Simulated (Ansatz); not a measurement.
BiRh:
```xyz
4
Lattice="4.1304 0.0000 0.0000 -2.0652 3.5771 0.0000 0.0000 0.0000 5.6902" Properties=species:S:1:pos:R:3 pbc="T T T"
Bi     0.0000     2.3847     1.4225
Bi     2.0652     1.1924     4.2676
Rh     0.0000     0.0000     2.8451
Rh     0.0000     0.0000     0.0000
```

Relaxed with r²SCAN. Special points in fractions of this cell's reciprocal vectors: Γ (0.000, 0.000, 0.000); M (0.500, 0.000, 0.000); K (0.333, 0.333, 0.000); A (0.000, 0.000, 0.500); L (0.500, 0.000, 0.500); H (0.333, 0.333, 0.500).

### Question
List the band energies nearest the Fermi level at these points for plane-wave PAW r²SCAN (Ansatz code).

### Answer
In eV from the Fermi level; about four levels below and three above (degenerate sets whole), none deeper than 8.9 eV; points with the same levels are listed once.

```json
[
 {"k": "Γ", "below": "-2.09 -2.09 -1.08 -1.08", "above": "1.28 1.28 1.35"},
 {"k": "M", "below": "-1.70 -1.26 -1.06 -1.03", "above": "0.05 2.93 5.33"},
 {"k": "K", "below": "-1.40 -1.16 -1.16 -1.03", "above": "0.56 0.56 1.33 1.33"},
 {"k": "A", "below": "-2.18 -2.18 -2.18 -2.18 -0.23 -0.23", "above": "3.43 3.43 3.43 3.43"},
 {"k": "L", "below": "-1.84 -1.84 -1.60 -1.60", "above": "1.52 1.52 2.64 2.64"},
 {"k": "H", "below": "-0.99 -0.99 -0.68 -0.68", "above": "4.99 4.99 7.09 7.09"}
]
```

Space group P6_3/mmc (NiAs type). The workflow started from a Materials Project entry (that database holds measured and hypothetical structures alike); the Crystallography Open Database files this formula in space group No. 194, but the cells were not matched. Its standing as an ambient phase is unchecked. The cell was relaxed with r²SCAN under the symmetry of its start; its stability against distortions is not shown here. The run is not spin-polarised. Scalar-relativistic: spin–orbit coupling is off unless named, which matters more the heavier the elements.

Potentials: the later of the program's two PAW sets.
